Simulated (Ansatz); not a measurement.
AlNi:
Space group Fd-3m, origin choice 1 (No. 227); a = 5.846 Å, b = 5.846 Å, c = 5.846 Å, α = 90.00°, β = 90.00°, γ = 90.00°

| atom | site | symmetry | x | y | z |
|---|---|---|---|---|---|
| Ni | 8b | -43m | 0.5000 | 0.5000 | 0.5000 |
| Al | 8a | -43m | 0.0000 | 0.0000 | 0.0000 |
(The calculation used a cell of 4 atoms; values per cell refer to that cell.)

Relaxed with PBE.

Q: Which orbitals make up the states near the Fermi level in the program Ansatz at the PBE level (PAW)?

A: Within 0.5 eV of the Fermi level: Ni 3d 62 %, Al 3p 25 %. Projections are on Löwdin-orthogonalised atomic valence shells; empty p or d shells of many metals are not among them.

Q: Tabulate the density of states.

A: States/eV per cell of 4 atoms, in 0.25 eV bins, energy from the Fermi level.

```tsv
E (eV)	total	Ni 3d	Al 3p	Al 3s
-7.85	0.74	0.04	0.31	0.31
-7.60	0.64	0.04	0.28	0.27
-7.35	0.65	0.05	0.30	0.24
-7.10	0.73	0.07	0.37	0.22
-6.85	0.60	0.05	0.33	0.13
-6.60	1.08	0.12	0.58	0.26
-6.35	1.26	0.18	0.64	0.33
-6.10	0.87	0.14	0.43	0.22
-5.85	0.71	0.14	0.35	0.18
-5.60	0.78	0.15	0.39	0.15
-5.35	1.21	0.22	0.65	0.17
-5.10	1.30	0.28	0.66	0.18
-4.85	1.33	0.35	0.64	0.18
-4.60	1.42	0.43	0.65	0.17
-4.35	1.57	0.55	0.69	0.17
-4.10	1.77	0.70	0.73	0.15
-3.85	2.18	0.98	0.87	0.12
-3.60	4.88	2.78	1.80	0.07
-3.35	2.09	1.22	0.74	0.03
-3.10	1.83	1.04	0.63	0.02
-2.85	4.26	3.14	0.60	0.03
-2.60	7.30	6.29	0.51	0.04
-2.35	16.14	14.70	0.99	0.03
-2.10	4.25	3.72	0.37	0.01
-1.85	4.59	3.99	0.44	0.01
-1.60	2.86	2.50	0.26	0.00
-1.35	4.46	4.11	0.26	0.00
-1.10	8.32	7.85	0.25	0.09
-0.85	11.11	10.44	0.37	0.15
-0.60	3.33	2.65	0.44	0.09
-0.35	2.44	1.72	0.48	0.08
-0.10	1.97	1.24	0.50	0.08
0.15	1.64	0.92	0.49	0.08
0.40	1.37	0.68	0.47	0.07
0.65	1.15	0.50	0.44	0.07
0.90	0.96	0.37	0.40	0.06
1.15	0.78	0.26	0.35	0.06
1.40	0.64	0.19	0.30	0.06
1.65	1.31	0.39	0.28	0.32
1.90	2.84	0.70	0.54	0.88
2.15	2.14	0.46	0.51	0.60
2.40	1.65	0.32	0.37	0.47
2.65	1.55	0.27	0.43	0.38
2.90	1.57	0.25	0.53	0.33
3.15	1.80	0.26	0.72	0.31
3.40	1.77	0.23	0.74	0.22
3.65	1.86	0.22	0.87	0.20
3.90	1.82	0.18	0.81	0.21
4.15	1.55	0.13	0.67	0.16
4.40	1.51	0.11	0.67	0.13
4.65	1.52	0.10	0.64	0.14
```

The start of the workflow was typed in or built on a structure type; neither database checked (COD, Materials Project) lists it. It is not the phase usual at ambient conditions (space group No. 221). Symmetry was held in the PBE relaxation; whether a distortion lowers the energy is not shown. The workflow began spin-polarised and lost its moments.

Potentials: the earlier of the program's two PAW sets.
